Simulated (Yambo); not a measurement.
Yambo run on a free-standing PtS₂ monolayer (symmetry P-3m1, slab cell 15.5 Å high). The wavefunctions are PBE (Quantum ESPRESSO, PseudoDojo norm-conserving, 84 Ry, without SOC) ones on a 6×6×1 mesh (15 occupied bands); a = b = 3.5401 Å, c = 15.5000 Å, α = β = 90.00°, γ = 120.00°.

Yambo input:

```
rim_cut
HF_and_locXC
RandQpts= 1000000
RandGvec= 2 Ry
CUTGeo= "slab z"
EXXRLvcs= 84 Ry
VXCRLvcs= 336 Ry
% QPkrange
 1 | 1 | 15 | 16 |
 2 | 2 | 15 | 16 |
 4 | 4 | 15 | 16 |
 5 | 5 | 15 | 16 |
%
```

k points by index: 1 = Γ, 2 = (0, 0.167), 4 = M, 5 = (0.167, 0.167).

Resulting energies as the program prints them:

```
#    K-point    Band    Eo [eV]    Ehf [eV]    Vxc [eV]    Vnlxc [eV]
#
    1    15    -0.234078    -2.350839    -13.85664    -15.97340
    1    16    3.255208    7.098918    -16.84772    -13.00401
    2    15    -0.005012    -3.034354    -16.61331    -19.64265
    2    16    2.079584    5.461047    -16.05796    -12.67650
    4    15    -1.421032    -4.449888    -12.76110    -15.78996
    4    16    2.894283    6.997483    -17.46511    -13.36191
    5    15    0.000000    -2.677601    -15.16843    -17.84603
    5    16    2.107114    5.658729    -15.62982    -12.07821
```
Exchange alone, without screening.

Geometry relaxed with PBE+D3(BJ).
